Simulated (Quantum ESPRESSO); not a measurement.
# Planted mistakes on one cell of Mg3S2Cl2

The results below are calculated, not measured. They come from pw.x of Quantum ESPRESSO 7.5, a plane-wave density functional program, with PseudoDojo standard norm-conserving files (v0.5 for PBE, v0.4.1 for LDA and PBEsol). The cells are made up: elements, strain and atom displacements were drawn at random, and nothing was relaxed. There is no spin polarisation, spin-orbit coupling or dispersion term.

The cell has 8 sites of a zincblende or diamond lattice. Sites 1 to 4 hold Mg Mg Mg empty; sites 5 to 8 hold S Cl Cl S. Cell vectors in Å: (5.726, 0.016, -0.017); (0.016, 5.858, 0.002); (-0.017, 0.002, 5.772). Settings: PBE, cutoff 1143 eV, 4 x 4 x 4 k mesh shifted by half a step, Fermi-Dirac smearing of 0.025 eV.

The intended run has a self-consistency threshold of 1e-07 eV, a smearing term of 0.000 eV, a pressure of -3.13 GPa and 9 iterations. Each further run changes one thing: all lengths scaled by 0.9843; atoms of sites 5 and 7 exchanged; cutoff 679 eV; files of PBEsol; one electron removed; smearing 0.34 eV; threshold 0.06 eV. A coarse mesh keeps the shift, and a charged cell sits in a uniform background.

```
run  change of free energy (eV)  smearing term -TS (eV)  change of P (GPa)  largest change of a force component (eV/Å)  iterations
  A                      10.912                   0.000             -50.08                                       0.018           9
  B                       9.163                   0.000              -1.02                                       0.039           9
  C                      -0.024                  -0.113               0.09                                       0.052          10
  D                      -0.134                   0.000               1.54                                       0.170           9
  E                      -0.017                   0.000              -0.03                                       1.238           9
  F                       0.009                   0.000               0.94                                       0.052           4
  G                      -2.162                  -0.013              -5.87                                       1.038          10
```

A rerun of the intended cell at 1437 eV and k mesh 6 x 6 x 6 moved values by no more than 0.002 eV in the cell's energy, 0.02 GPa in stress and 0.006 eV/Å in force.

Question: which change belongs to which run?

## Worked reading

Run F has the fewest iterations, as a run stopped early does. Run C has the largest smearing term, as wide smearing gives. Run A has a higher energy and the largest fall in pressure, as too small a basis gives. Run D changes the volume by a factor of 0.9536; minus its pressure change over the logarithm of that factor, 32 GPa, is a rough bulk modulus with clamped atoms. Energies from files of another functional, or of a charged cell, have another zero and say nothing on stability; the pressure of a charged cell rests on the program's zero of potential too.

## Key

| run | change |
| --- | --- |
| A | cutoff 679 eV |
| B | files of PBEsol |
| C | smearing 0.34 eV |
| D | all lengths scaled by 0.9843 |
| E | atoms of sites 5 and 7 exchanged |
| F | threshold 0.06 eV |
| G | one electron removed |